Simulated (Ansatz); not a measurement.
LiTaO3:
```
CELL_PARAMETERS angstrom
      2.56981     1.48368     4.59082
     -2.56981     1.48368     4.59082
      0.00000    -2.96736     4.59082
ATOMIC_POSITIONS crystal
  Li 0.71708 0.71708 0.71708
  Li 0.21708 0.21708 0.21708
  Ta 0.00021 0.00021 0.00021
  Ta 0.50021 0.50021 0.50021
  O  0.63488 0.88231 0.27442
  O  0.88231 0.27442 0.63488
  O  0.27442 0.63488 0.88231
  O  0.13488 0.77442 0.38231
  O  0.38231 0.13488 0.77442
  O  0.77442 0.38231 0.13488
```

The program Ansatz at the PBEsol level (PAW) gives a gap of 3.79 eV without spin–orbit coupling, maximum off the standard path, at k = (0.135, 0.167, 0.177) in fractions of the reciprocal vectors, minimum at Γ.

Question: What happens when spin–orbit coupling is switched on?

Answer: The gap falls by 0.12 eV, to 3.67 eV; maximum on the Γ–T line, 31 % of the way from Γ, minimum on the Γ–T line, 3 % of the way from Γ.

Space group R3c. The PBEsol relaxation kept the symmetry of its start. No spin polarisation was allowed.

Potentials: the later of the program's two PAW sets.
